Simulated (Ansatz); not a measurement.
# How far is PAW off for SbP?

```xyz
2
Lattice="0.0000 2.8177 2.8177 2.8177 0.0000 2.8177 2.8177 2.8177 0.0000" Properties=species:S:1:pos:R:3 pbc="T T T"
Sb    0.0000    0.0000    0.0000
P     2.8177    2.8177    2.8177
```

Atom numbers follow the list: Sb1, P2.

The conventional cell has a = 5.635 Å, b = 5.635 Å, c = 5.635 Å, α = 90.00°, β = 90.00°, γ = 90.00°. Around Sb (atom 1) lie 6 P at 2.82 Å. P (atom 2) has 6 Sb at 2.82 Å as nearest neighbours.

The structure comes from a relaxation in the same program, started in the rocksalt type, and has space group Fm-3m. Whether it is a known phase or the ground state wasn't checked.

Spin–orbit coupling is left out, though it moves levels of the heavy atoms by tenths of an eV or more.

All numbers are computed: DFT, PBE, PAW with Ansatz's default frozen-core files, scalar-relativistic (Ansatz 0.2.0); DFT, PBE, all-electron PAW with datasets made for the crystal, scalar-relativistic (Ansatz 0.2.0); DFT, PBE, all-electron LAPW, scalar-relativistic (Ansatz 0.2.0).

For PAW: a Γ-centred 11×11×11 k mesh, Fermi–Dirac smearing of 0.05 eV, cutoff 420 eV, no spin polarisation. The crystal-made all-electron datasets (AE datasets) take a cutoff of 180 eV at this cell. LAPW targets a basis error of 0.5 meV/atom. The Ansatz runs share mesh, smearing and spin set-up. Plane-wave (PAW) pressures include the program's estimate of the Pulay term.

Stress and pressure are positive in compression.

Levels count from the Fermi level.

```csv
quantity,PAW,AE datasets,LAPW
pressure (GPa),0.00,0.01,0.01
highest filled level at X (eV),-4.181,-4.181,-4.181
lowest empty level at X (eV),1.965,1.966,1.966
highest filled level at K (eV),-2.993,-2.992,-2.992
lowest empty level at K (eV),3.398,3.399,3.399
highest filled level at W (eV),-0.200,-0.199,-0.199
lowest empty level at W (eV),0.623,0.623,0.623
```

PAW's pressure differs from the LAPW value by about 0.01 GPa or less. Datasets made for the crystal and LAPW share parts of one code, so their agreement isn't an independent check.
